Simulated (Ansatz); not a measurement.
Relaxed candidate structures of Al2O3:

A. Cc (No. 9), mS20; a = 9.8224 Å, b = 5.5302 Å, c = 5.6986 Å, α = γ = 90.00°, β = 122.85°; Al 4a (0.082, 0.077, 0.517); Al 4a (0.244, 0.556, 0.492); O 4a (0.162, 0.143, 0.885); O 4a (0.373, 0.496, 0.364); O 4a (0.097, 0.337, 0.367)

B. R-3c, hexagonal axes (No. 167), hR10, corundum type; a = b = 4.8088 Å, c = 13.1239 Å, α = β = 90.00°, γ = 120.00°; Al 12c (0.000, 0.000, 0.148); O 18e (0.306, 0.306, 0.250)

### Question
Put the candidates in order of energy per atom, lowest first, for PBE (plane waves to 420 eV, PAW, scalar-relativistic; Ansatz, an electronic-structure program).

### Answer
B (reference, the lowest of the structures calculated here), A (+0.097 eV/atom)

### Question
Give each candidate's band gap.

### Answer
No candidate is metallic. A: 3.93 eV (no spin-orbit coupling); B: 5.85 eV (no spin-orbit coupling).

Each run could gain symmetry but not lose that of its start, so entries can be saddle points. From databases, or of a type measured for this composition: R-3c, hR10, corundum type; the others are generated cells (placed on structure types, drawn at random, substituted or restacked) that were not matched to a known phase here. Static energies at zero pressure. The runs use different k-meshes, so differences are rounded accordingly. No spin polarisation in the result. Gaps of cells over 8 atoms come from the SCF mesh and high-symmetry points alone.
